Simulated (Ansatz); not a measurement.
## SiO2: a ladder of calculations

Cell of run 1: a structure deposited in the COD.

Space group P4_12_12 (No. 92); a = 4.9790, c = 6.9500 Å.

```
site  Wyckoff  site symmetry       x       y       z
  Si       4a            ..2  0.3002  0.3002  0.0000
   O       8b              1  0.2394  0.1049  0.1785
```

One atom of each set is listed.

Relaxed positions (PBE, cell held):

Si (0.3044, 0.3044, 0.0000)
O (0.2371, 0.1148, 0.1843)

All runs are DFT with Ansatz 0.2.0 (plane waves and PAW, scalar-relativistic unless spin–orbit coupling is named, Γ-centred meshes, Fermi–Dirac smearing where given) in this cell.

Run 1: PBE, atoms as given; 420 eV, 5×5×4 k-points, smearing 0.02 eV.
Run 2: PBE, atoms relaxed; 420 eV, 5×5×4 k-points, smearing 0.02 eV.
Run 3: r2SCAN, at the relaxed atoms; 500 eV, 5×5×4 k-points, smearing 0.02 eV.
Run 4: PBE, gradients read without the response of the cores, at the relaxed atoms; 420 eV, 5×5×4 k-points, smearing 0.02 eV.

| run | Si V_zz (η) | O V_zz (η) |
| --- | --- | --- |
| 1 | -0.31 (0.76) | 9.20 (0.14) |
| 2 | -0.39 (0.78) | 9.48 (0.19) |
| 3 | ? | ? |
| 4 | -0.35 (0.79) | 9.78 (0.19) |

V_zz in 10²¹ V/m².

(1) Estimate the row of run 3.

## Answers

(1) Si: -0.38 (0.72); O: 9.36 (0.19). It lies nearest to run 2, from whose tensors on these sites it differs by 0.13 at most (largest principal value of the difference, on O). Taken one at a time, the positions of the atoms (as given or relaxed) move the tensors on these sites by up to 0.43 (largest principal value of the change, on O), the response of the cores by 0.30 (O), the functional (r2SCAN with its higher cutoff) by 0.13 (O).

In runs 1, 3 the atoms aren't at the calculated equilibrium (largest force 0.42, 0.29 eV/Å). The cell isn't the equilibrium one in run 1 (calculated pressure 6 GPa), and the entry's cell may itself be off.
